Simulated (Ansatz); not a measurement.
Name crystals whose computed values (the program Ansatz at the r²SCAN+D4 level (PAW)) fall in these windows: electron conductivity mass (mₑ) 0.46 to 0.56; B₀ by P(V) fit (GPa) 15 to 21; gap (eV) 3.4 to 4.1.



| crystal | electron conductivity mass (mₑ) | B₀ by P(V) fit (GPa) | gap (eV) |
|---|---|---|---|
| ZnBr2, R-3m (Zn on 3a, Br on 6c) | 0.50 | 17.9 | 3.72 |
Others may fit too.

Standing as an ambient phase not checked: ZnBr2, R-3m (Zn on 3a, Br on 6c). The cell was relaxed under the symmetry of its start. Spin–orbit coupling is left out wherever it is not named.

Potentials: the later of the program's two PAW sets.
